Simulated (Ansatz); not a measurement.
## Fields on a plane of TiPt (CsCl type)

```
TiPt
1.0
    3.11491     0.00000     0.00000
    0.00000     3.11491     0.00000
    0.00000     0.00000     3.11491
Ti Pt
1 1
Direct
  0.50000   0.50000   0.50000
  0.00000   0.00000   0.00000
```

The slice is a {110} plane (indices of the conventional cell) through the point (0.000, 0.000, 0.000) (fractional), spanned by u = [100] and v = [011] in vectors of this cell: u (3.11 Å) and v (4.41 Å, at 90° to u). It covers one period; positions are fractions (u, v).

Atoms on it: Ti at (0.50, 0.50); Pt at (0.00, 0.00).

These are LDA (plane waves to 420 eV, PAW, scalar-relativistic; Ansatz, a program for electronic structure) values and carry that method's errors. k mesh 15×15×15. Near the nuclei the fields are pseudised (PAW); where an atom keeps semicore shells as valence, they peak there. Spin-orbit coupling is left out, though Pt is heavy. TiPt is run without spin polarisation. TiPt was relaxed with its symmetry unable to fall.

```
|xxxxxxxxxxxx227799997722xxxxxxxxxx|
|xxxxxxxxxxxx338899998833xxxxxxxxxx|
|xxxxxxxxxx0055889999885500xxxxxxxx|
|xxxxxxxx00226688888888662200xxxxxx|
|xxxxxx002244556666666655442200xxxx|
|0011223344443322111122334444332211|
|66666655331100xxxxxxxx001133556666|
|8888774411xxxxxxxxxxxxxxxx11447788|
|88886622xxxxxxxxxxxxxxxxxxxx226688|
|88775500xxxxxxxxxxxxxxxxxxxx005577|
|88774400xxxxxxxxxxxxxxxxxxxx004477|
|88773300xxxxxxxxxxxxxxxxxxxx003377|
|88774400xxxxxxxxxxxxxxxxxxxx004477|
|88775500xxxxxxxxxxxxxxxxxxxx005577|
|88886622xxxxxxxxxxxxxxxxxxxx226688|
|8888774411xxxxxxxxxxxxxxxx11447788|
|66666655331100xxxxxxxx001133556666|
|0011223344443322111122334444332211|
|xxxxxx002244556666666655442200xxxx|
|xxxxxxxx00226688888888662200xxxxxx|
|xxxxxxxxxx0055889999885500xxxxxxxx|
|xxxxxxxxxxxx338899998833xxxxxxxxxx|
|xxxxxxxxxxxx227799997722xxxxxxxxxx|
|xxxxxxxxxxxx117799997711xxxxxxxxxx|
```
Scale: ten equal steps from 4.00 (start of '0') to 12.01 (end of '9'), in the order '0123456789'. Values: electrostatic potential energy of an electron, from the cell's mean, in eV. The map has 17 points along u (two characters each, u = 0 at the left) and 24 along v (v = 0 in the bottom row). Points within 1 Å of a nucleus are blanked (x), as the pseudised field means little there. Values under 4 eV are set to 4. The zero, the cell's mean, hangs on the PAW cores.

```tsv
v \ u	0.00	0.12	0.24	0.35	0.47	0.59	0.71	0.82	0.94
0.88	0.8	0.6	0.1	-0.4	-0.6	-0.5	-0.2	0.4	0.7
0.75	-0.2	-0.3	-0.4	-0.5	-0.6	-0.6	-0.5	-0.4	-0.3
0.62	-0.7	-0.7	-0.4	0.3	0.6	0.5	-0.1	-0.6	-0.7
0.50	-0.8	-0.7	-0.1	0.8	1.0	1.0	0.4	-0.5	-0.8
0.38	-0.7	-0.7	-0.4	0.3	0.6	0.5	-0.1	-0.6	-0.7
0.25	-0.2	-0.3	-0.4	-0.5	-0.6	-0.6	-0.5	-0.4	-0.3
0.12	0.8	0.6	0.1	-0.4	-0.6	-0.5	-0.2	0.4	0.7
0.00	1.1	1.0	0.5	-0.2	-0.6	-0.5	0.1	0.8	1.1
```

Values: log₁₀ of the valence density in e/Å³. The scale is logarithmic, as a density can span decades between atoms and voids.

| Item | Result |
|---|---|
| Density on the Ti–Pt line (2.70 Å) at its density minimum, 1.2 Å from Ti | 0.31 e/Å³ |
| ELF at that point | 0.2 |
